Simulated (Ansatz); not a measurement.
Structures of Si3N4: which is lowest?

Plane-wave DFT in Ansatz with scalar-relativistic PAW potentials, cutoff 420 eV, Γ-centred meshes chosen by cell and gap, Gaussian smearing with energies taken to zero width. Every cell was relaxed (cell and atoms) in a run of its own, within the symmetry of its start. Functional: PBEsol.

Relaxed structures (starts from databases or built by putting these elements on another compound's sites):
A. P6_3/m, 14 atoms in the computed cell, a = 7.625 Å, c = 2.910 Å; sites (symmetry × multiplicity) Si m.. × 6, N -6.. × 2 + m.. × 6; start: database
B. Fd-3m, 14 atoms in the computed cell, a = 7.744 Å; sites (symmetry × multiplicity) Si -43m × 8 + .-3m × 16, N .3m × 32; start: database

Task: Rank them by energy. Could pressure change the order?

Result:
```tsv
structure	group	E − E(lowest) (meV/atom)	V (Å³/atom)	gap on mesh (eV)
A	P6_3/m	0.0	10.47	4.20
B	Fd-3m	78	8.29	3.29
```

A is lowest, 78 meV/atom under B. B is denser by 2.17 Å³/atom, so pressure favours it: ΔE/ΔV, with ΔE in eV and 1 eV/Å³ = 160.2 GPa, gives about 6 GPa for equal enthalpy if both cells were rigid, a rough figure since the two compress differently. Other structures may lie lower than all of these, and vibrations aren't counted.